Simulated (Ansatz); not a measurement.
Problem. TaW (rock salt, Fm-3m) is relaxed with DFT-PBE in the program Ansatz with PAW potentials. What lattice parameters of the conventional cell result?

Solution. a = 5.375 Å.

The start of the workflow was typed in or built on a structure type; neither database checked (COD, Materials Project) lists it. Its standing as an ambient phase is unchecked. The PBE relaxation kept the symmetry of its start; whether a distortion lowers the energy is not shown. The run is not spin-polarised. Its formation energy is positive at this level, so the cell may be metastable or incomplete. Scalar-relativistic: spin–orbit coupling is off unless named, which matters more the heavier the elements.

Potentials: the earlier of the program's two PAW sets.
